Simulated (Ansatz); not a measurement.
## ZnS with Ca replacing Zn: gradients before and after relaxing the atoms

Start: a supercell of ZnS (space group P6_3mc) built from an entry of the Crystallography Open Database (COD) (the entry's cell lengths or inner coordinates differ somewhat from later room-temperature determinations), with all atoms left at the host's positions.

Space group P3m1 (No. 156); a = 7.6240, c = 18.6900 Å, γ = 120.00°.

```csv
site,Wyckoff,site symmetry,x,y,z
Zn1,3d,.m.,0.6667,0.8333,0.0000
Zn2,1c,3m.,0.6667,0.3333,0.0000
Zn5,3d,.m.,0.6667,0.8333,0.5000
Zn6,1c,3m.,0.6667,0.3333,0.5000
Zn9,3d,.m.,0.8333,0.1667,0.1667
Zn12,1b,3m.,0.3333,0.6667,0.1667
Zn13,1a,3m.,0.0000,0.0000,0.6667
Zn14,3d,.m.,0.0000,0.5000,0.6667
Ca,1a,3m.,0.0000,0.0000,0.3333
Zn18,3d,.m.,0.0000,0.5000,0.3333
Zn21,3d,.m.,0.8333,0.1667,0.8333
Zn24,1b,3m.,0.3333,0.6667,0.8333
S25,3d,.m.,0.6667,0.8333,0.1250
S26,1c,3m.,0.6667,0.3333,0.1250
S29,3d,.m.,0.6667,0.8333,0.6250
S30,1c,3m.,0.6667,0.3333,0.6250
S33,3d,.m.,0.8333,0.1667,0.2917
S36,1b,3m.,0.3333,0.6667,0.2917
S37,1a,3m.,0.0000,0.0000,0.7917
S38,3d,.m.,0.0000,0.5000,0.7917
S41,1a,3m.,0.0000,0.0000,0.4583
S42,3d,.m.,0.0000,0.5000,0.4583
S45,3d,.m.,0.8333,0.1667,0.9583
S48,1b,3m.,0.3333,0.6667,0.9583
```

One atom of each set is listed.

Computed with Ansatz: DFT, PBE, plane waves and PAW, scalar-relativistic, 420 eV cutoff, Γ-centred 3×3×1 k-points, Fermi–Dirac smearing 0.01 eV.

The largest force at the start is 3.2 eV/Å. Relaxing the ions at fixed cell moves them by 0.406 Å at most (atom 41, S) and 0.096 Å rms.

| site | moved (Å) | first shell before | first shell after | V_zz before (10²¹ V/m²) | η before |
| --- | --- | --- | --- | --- | --- |
| Zn1 | 0.020 | 4 S at 2.33–2.34 Å | 4 S at 2.33 Å | -0.026 | 0.67 |
| Zn5 | 0.111 | 4 S at 2.33–2.34 Å | 4 S at 2.31–2.34 Å | -0.26 | 0.08 |
| Zn6 | 0.009 | 4 S at 2.33–2.34 Å | 4 S at 2.34 Å | -0.16 | 0.00 |
| Zn9 | 0.101 | 4 S at 2.33–2.34 Å | 4 S at 2.31–2.33 Å | -0.24 | 0.89 |
| Ca | 0.160 | 4 S at 2.33–2.34 Å | 4 S at 2.58 Å | 0.060 | 0.00 |
| Zn18 | 0.034 | 4 S at 2.33–2.34 Å | 4 S at 2.30–2.35 Å | -0.32 | 0.07 |
| S25 | 0.027 | 4 Zn at 2.33–2.34 Å | 4 Zn at 2.33 Å | 0.17 | 0.74 |
| S26 | 0.131 | 4 Zn at 2.33–2.34 Å | 4 Zn at 2.31–2.32 Å | 0.031 | 0.00 |
| S29 | 0.082 | 4 Zn at 2.33–2.34 Å | 4 Zn at 2.32–2.33 Å | 0.23 | 0.68 |
| S33 | 0.193 | 3 Zn at 2.33–2.34 Å, 1 Ca at 2.33 Å | 3 Zn at 2.30–2.31 Å, 1 Ca at 2.58 Å | -9.60 | 0.00 |
| S37 | 0.024 | 4 Zn at 2.33–2.34 Å | 4 Zn at 2.32–2.34 Å | 0.044 | 0.00 |
| S38 | 0.034 | 4 Zn at 2.33–2.34 Å | 4 Zn at 2.31–2.33 Å | 0.045 | 0.10 |
| S41 | 0.406 | 3 Zn at 2.33 Å, 1 Ca at 2.34 Å | 3 Zn at 2.31 Å, 1 Ca at 2.58 Å | -9.25 | 0.00 |
| S42 | 0.014 | 4 Zn at 2.33–2.34 Å | 4 Zn at 2.34–2.35 Å | -0.079 | 0.02 |
| S45 | 0.029 | 4 Zn at 2.33–2.34 Å | 4 Zn at 2.32–2.33 Å | 0.081 | 0.96 |

Q: What are V_zz and η after the relaxation?

A: 

```csv
site,V_zz after,η after,change of V_zz
Zn1,0.30,0.81,–
Zn5,-1.34,0.14,-1.08
Zn6,-0.25,0.00,-0.09
Zn9,-0.46,0.20,-0.22
Ca,-1.73,0.00,-1.79
Zn18,1.51,0.91,–
S25,-0.49,0.22,-0.66
S26,-0.48,0.00,-0.51
S29,-1.13,0.36,–
S33,-9.19,0.04,+0.41
S37,-0.36,0.00,-0.40
S38,-0.49,0.10,-0.53
S41,-9.65,0.00,-0.40
S42,0.83,0.15,+0.91
S45,-0.46,0.32,–
```

The largest change of V_zz along a kept axis is on Ca, from 0.060 to -1.73. Small gradients that grow severalfold: Zn18 (-0.32 to 1.51), Zn5 (-0.26 to -1.34), S29 (0.23 to -1.13). In per cent, |V_zz| changes by -4 to +4 on S (all sites that start above 0.5). On Zn5, Zn9, S25, Zn14 (not all in the table) V_xx and V_yy change places (or their axes turn by over 50°), so the two values of η hide a larger change. V_zz changes sign on S25 (axis turned by 38°), S42 (axis turned by 40°), Ca (same axis), S38 (axis turned by 33°), S37 (same axis), S26 (same axis), Zn14 (same axis), S48 (same axis) and 1 more site (not all in the table). On Zn18, S29, S45, Zn1 the largest principal value lies along another axis in the second run, so the two V_zz can't be compared directly. The table leaves out 9 of the 24 sites, with |V_zz| up to 0.66; their tensors move by 0.57 at most along any direction. The statements above cover all sites. The host's own positions weren't relaxed first, so part of the change far from the defect can be the host's relaxation.

The defect repeats with the cell of 48 atoms, so it feels its images: sites between two images don't show the values beside a lone defect, and zeros or small values of η there can come from the images' arrangement. S and Zn carry a gradient in the pure host already, so the values there aren't the defect's effect alone.
Before: The neighbours have not yet relaxed around the defect (largest force 3.2 eV/Å), so the values at and beside it are those of a strained start, not of the defect in a real crystal.
After: The relaxation keeps the site symmetry 3m of the start, so the impurity can move only along its axis; a start off the site could end lower.
